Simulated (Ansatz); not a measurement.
## An elastic constant from a strain scan in K

Method: DFT PBEsol, scalar-relativistic, plane waves, PAW (Ansatz 0.2.0). Settings: plane waves to 420 eV, k-mesh 12×12×12 (Γ-centred), Gaussian smearing 0.15 eV. No spin polarisation. Energies are free energies at this smearing, counted from the undisturbed cell; pressure is positive in compression.

Reference structure (as given, not relaxed at this level; it stands at -0.1 GPa; this simple cubic form isn't the usual structure):

```xyz
1
Lattice="4.3104 0.0000 0.0000 0.0000 4.3104 0.0000 0.0000 0.0000 4.3104" Properties=species:S:1:pos:R:3 pbc="T T T"
K     0.0000    0.0000    0.0000
```

The cell is strained by ε times the Voigt pattern (1, 0, 0, 0, 0, 0) (xx, yy, zz, yz, xz, xy; engineering shear) with fractional coordinates fixed. The cell holds 1 atom in V0 = 80.09 Å³. The stress column is τ = (1/V0) dE/dε, got from the stress tensor σ (compression positive) at each point as −det(1 + εP) σ : P(1 + εP)⁻¹, with P the pattern as a tensor.

```
      ε  ΔE (meV/atom)  τ (GPa)
-0.1000         19.811   -1.079
-0.0750          8.799   -0.692
-0.0500          2.286   -0.359
-0.0250         -0.413   -0.082
 0.0000          0.000    0.139
 0.0250          2.879    0.314
 0.0500          7.706    0.453
 0.0750         14.058    0.559
 0.0875         17.693    0.603
 0.1000              ?        ?
```

Task: Which combination of elastic constants does this scan measure, and how large is it?

Result: For small ε, τ = τ0 + Kε with K = pᵀCp, which for this pattern is C11 in the cubic axes. The parabola through τ at ε = -0.0250, 0 and 0.0250 has slope K = 7.9 GPa at zero. The energies per cell, E = NΔE, of the same two points give K = 2[E(ε₊)/ε₊ − E(ε₋)/ε₋]/[(ε₊ − ε₋)V0] = 7.9 GPa, in agreement.

Task: Predict the withheld row at ε = 0.1000 from the harmonic law, and compare.

Result: ΔE = V0(τ0 ε + Kε²/2)/N = 26.794 meV/atom and τ = 0.93 GPa. The calculation gives 21.584 meV/atom and 0.64 GPa: the energy lies 19 % below the harmonic value, as bonds soften when stretched.

In a metal these slopes depend on the k mesh and the smearing.